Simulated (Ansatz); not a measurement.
Theory: Ansatz 0.2.0, DFT PBE, scalar-relativistic, plane waves, PAW. Settings: cutoff 420 eV, Γ-centred meshes spaced at most about 0.3 Å⁻¹, and about 0.25 Å⁻¹ or finer for metals (2π included), Gaussian smearing. No spin polarisation in the final relaxations.

These are static total energies at zero pressure. All come from trial cells, and lower structures may exist.

Task: Order these relaxed structures of TiSi4Ir by energy, lowest first, with the energy over the lowest of them.
A. Space group P4/mmm (No. 123), tetragonal, a = 3.613 Å, c = 7.274 Å. Ti has 8 Si at 2.63 Å; around Si lie 2 Ir at 2.49 Å, 4 Si at 2.55 Å and 2 Ti at 2.63 Å; around Ir lie 8 Si at 2.49 Å.
B. Space group R-3m (No. 166), trigonal, a = 3.736 Å, c = 23.727 Å. Ti is surrounded by 8 Si at 2.62–2.71 Å; Si on its first site has 1 Ir at 2.46 Å, 3 Si at 2.48 Å and 3 Ti at 2.62 Å; Si on its second site has 3 Si at 2.48 Å, 3 Ir at 2.49 Å and 1 Ti at 2.71 Å; Ir is surrounded by 8 Si at 2.46–2.49 Å.

Result: A (0 meV/atom), B (12 meV/atom). Forms: A P4/mmm; B R-3m. Counting Si atoms around Ir and Ti (those within 1.25 times the shortest such distance or 1.15 times the sum of covalent radii): A has Ti 8, Ir 8; B has Ti 8, Ir 8. B holds Si–Si nets (shortest 2.48 Å); in A the shortest Si–Si distance is 2.55 Å, near bonding range too.

For metals, differences of a few meV/atom aren't resolved. These runs have no spin–orbit coupling, which can matter for Ir. Cells relaxed within their symmetry can be saddle points. Some candidate types were left out of the draw beforehand, so a known form may be missing.
